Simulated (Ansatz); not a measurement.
Au:
```
Au
1.0
    0.00000     3.03895     3.03895
    3.03895     0.00000     3.03895
    3.03895     3.03895     0.00000
Au
2
Direct
  0.00000   0.00000   0.00000
  0.25000   0.25000   0.25000
```

Relaxed with r²SCAN. Special points in fractions of this cell's reciprocal vectors: Γ (0.000, 0.000, 0.000); X (0.500, 0.000, 0.500); U (0.625, 0.250, 0.625); K (0.375, 0.375, 0.750); L (0.500, 0.500, 0.500); W (0.500, 0.250, 0.750).

List the band energies nearest the Fermi level at these points for r²SCAN with spin–orbit coupling (plane waves, PAW; program Ansatz).

In eV from the Fermi level; about four levels below and three above (degenerate sets whole), none deeper than 8.9 eV; points with the same levels are listed once.

```csv
k,below,above
Γ,-1.37 -1.37 -1.37 -1.37,8.47 8.47 9.07 9.07
X,-1.31 -1.31 -1.31 -1.31,0.27 0.27 0.27 0.27
U,-0.99 -0.99 -0.01 -0.01,0.40 0.40 2.27 2.27
L,-0.94 -0.94 -0.36 -0.36,6.32 6.32 7.66 7.66
W,-1.29 -1.29 -0.92 -0.92,0.26 0.26 0.27 0.27
```

Space group Fd-3m (diamond). The start of the workflow was typed in or built on a structure type; neither database checked (COD, Materials Project) lists it. It is not the phase usual at ambient conditions (space group No. 225). Symmetry was held in the r²SCAN relaxation. At this level the phase is mechanically unstable.

Potentials: the earlier of the program's two PAW sets.
